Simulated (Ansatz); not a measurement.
Input:

CaPd$_{2}$:
```yaml
crystal:
  lattice:
    - [-1.87200, 1.87200, 4.53249]
    - [1.87200, -1.87200, 4.53249]
    - [1.87200, 1.87200, -4.53249]
  atoms:
    - { symbol: Pd, position: [0.75000, 0.25000, 0.50000] }
    - { symbol: Pd, position: [0.25000, 0.75000, 0.50000] }
    - { symbol: Ca, position: [0.00000, 0.00000, 0.00000] }
```

This is the PBEsol-relaxed structure.

Task: All from PBEsol (plane waves, PAW; program Ansatz), unless another level is named. Predict the formation energy from the elements (no fitted shifts).

Result: -0.32 eV/atom.

Task: Give the density of states at the Fermi level.

Result: 0.43 states/eV per atom (mean over ±0.08 eV).

Space group I4/mmm. The workflow started from an entry of the Crystallography Open Database (COD). Its standing as an ambient phase is unchecked. The PBEsol relaxation kept the symmetry of its start; its stability against distortions is not shown here. The run is not spin-polarised. The volume moved by -23 % from the start of the relaxation. The volume fell by over 15 % from the filed cell, which may lack light atoms or belong to other conditions. The references are the lowest solids computed at this level, not always the standard phases. Spin–orbit coupling is left out wherever it is not named.

Potentials: the later of the program's two PAW sets.
